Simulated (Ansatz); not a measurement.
S:
```
S
1.0
    0.00000     6.39682    12.27111
    5.22143     0.00000    12.27111
    5.22143     6.39682     0.00000
S
32
Direct
  0.88401   0.76631   0.77297
  0.76631   0.88401   0.57672
  0.57672   0.77297   0.76631
  0.77297   0.57672   0.88401
  0.36599   0.48369   0.47703
  0.48369   0.36599   0.67328
  0.67328   0.47703   0.48369
  0.47703   0.67328   0.36599
  0.81826   0.93819   0.89735
  0.93819   0.81826   0.34620
  0.34620   0.89735   0.93819
  0.89735   0.34620   0.81826
  0.43174   0.31181   0.35265
  0.31181   0.43174   0.90380
  0.90380   0.35265   0.31181
  0.35265   0.90380   0.43174
  0.01710   0.88458   0.79786
  0.88458   0.01710   0.30047
  0.30047   0.79786   0.88458
  0.79786   0.30047   0.01710
  0.23290   0.36542   0.45214
  0.36542   0.23290   0.94953
  0.94953   0.45214   0.36542
  0.45214   0.94953   0.23290
  0.95019   0.05902   0.61873
  0.05902   0.95019   0.37206
  0.37206   0.61873   0.05902
  0.61873   0.37206   0.95019
  0.29981   0.19098   0.63127
  0.19098   0.29981   0.87794
  0.87794   0.63127   0.19098
  0.63127   0.87794   0.29981
```

Relaxed with r²SCAN+D4. Special points in fractions of this cell's reciprocal vectors: Γ (0.000, 0.000, 0.000); Y (0.500, 0.000, 0.500); T (1.000, 0.500, 0.500); Z (0.500, 0.500, 0.000); Σ0 (0.000, 0.462, 0.462); U0 (1.000, 0.538, 0.538); C0 (0.500, 0.129, 0.629); A0 (0.500, 0.871, 0.371); L (0.500, 0.500, 0.500).

Problem. List the band energies nearest the valence-band maximum at these points for DFT-r²SCAN+D4 in the program Ansatz with PAW potentials.

Solution. In eV from the valence-band maximum; about four levels below and three above (degenerate sets whole), none deeper than 8.9 eV; points with the same levels are listed once.

```csv
k,below,above
Γ,-0.81 -0.76 -0.29 0.00,2.45 2.56 2.63
Y,-0.65 -0.65 -0.30 -0.30,2.42 2.42 2.66 2.66
T,-0.64 -0.64 -0.34 -0.34,2.30 2.30 2.51 2.51
Z,-0.85 -0.85 -0.13 -0.13,2.51 2.51 2.72 2.72
Σ0,-0.63 -0.62 -0.39 -0.30,2.29 2.32 2.47
C0,-0.68 -0.68 -0.32 -0.32,2.42 2.42 2.75 2.75
L,-0.64 -0.60 -0.54 -0.23,2.54 2.59 2.65 2.65
```

Space group Fddd (α-S8). The cell was relaxed with r²SCAN+D4 under the symmetry of its start.

Potentials: the later of the program's two PAW sets.
